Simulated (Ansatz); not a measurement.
All-electron card of HfH$_{2}$

```
Hf H
1.0
    -1.73071    1.73071    2.14480
     1.73071   -1.73071    2.14480
     1.73071    1.73071   -2.14480
Hf H
1 2
Direct
  0.00000 0.00000 0.00000
  0.25000 0.75000 0.50000
  0.75000 0.25000 0.50000
```

Atom numbers follow the list: Hf1, H2, H3.

Structure from Materials Project entry mp-27731 (possibly hypothetical), not relaxed further.

No spin–orbit coupling, which matters for the heavy atoms here.

All numbers are computed: DFT, LDA, all-electron LAPW, scalar-relativistic (Ansatz 0.2.0); DFT, LDA, PAW with Ansatz's default frozen-core files, scalar-relativistic (Ansatz 0.2.0).

For LAPW: a Γ-centred 15×15×15 k mesh, Fermi–Dirac smearing of 0.03 eV, basis error target 0.5 meV/atom, no spin polarisation. PAW takes a cutoff of 420 eV at this cell (files made with PBE, cores remade for this functional). The Ansatz runs share mesh, smearing and spin set-up. Values come from LAPW unless marked.

```json
{
 "Pressure at this cell": "-4.91 GPa",
 "Band gap": "none: bands cross the Fermi level, a metal",
 "Stress xx, yy, zz (compression positive)": "-4.70, -4.70, -5.32 GPa",
 "Density of states at the Fermi level (0.2 eV bin)": "0.45 states/eV per cell",
 "Löwdin charges (with 0.05 e of the cell spilling out of the atomic basis, so their sizes and signs hang on that basis)": "Hf1 0.25, H2 -0.10 e",
 "Bader charges (from the PAW run)": "Hf1 +1.40, H2 -0.70 e",
 "Volume per atom": "8.57 Å³"
}
```
